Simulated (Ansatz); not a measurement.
Task: Name crystals whose computed values (plane-wave PAW PBEsol (Ansatz code)) fall in these windows: B₀ by P(V) fit (GPa) 260 to 330; highest Γ mode, no LO–TO term (cm⁻¹) 240 to 330.

Result: 

| crystal | B₀ by P(V) fit (GPa) | highest Γ mode, no LO–TO term (cm⁻¹) |
|---|---|---|
| Mo3Ir, A15 (Cr3Si type) | 303 | 281 |
| TaCo3, Cu3Au type | 273 | 266 |
| VCo3, Cu3Au type | 278 | 280 |
| MnV, CsCl type | 264 | 257 |
Others may fit too.

Standing as an ambient phase not checked: Mo3Ir, A15 (Cr3Si type); TaCo3, Cu3Au type; VCo3, Cu3Au type; MnV, CsCl type. Began spin-polarised and lost the moments: TaCo3, Cu3Au type; MnV, CsCl type. Perhaps ordered models of mixed-site phases: VCo3, Cu3Au type. All cells were relaxed under the symmetry of their starts (and spin orders); stability against distortions was not tested throughout. Rows with no word on spin ran without spin polarisation. Spin–orbit coupling is left out wherever it is not named.

Potentials: the later of the program's two PAW sets.
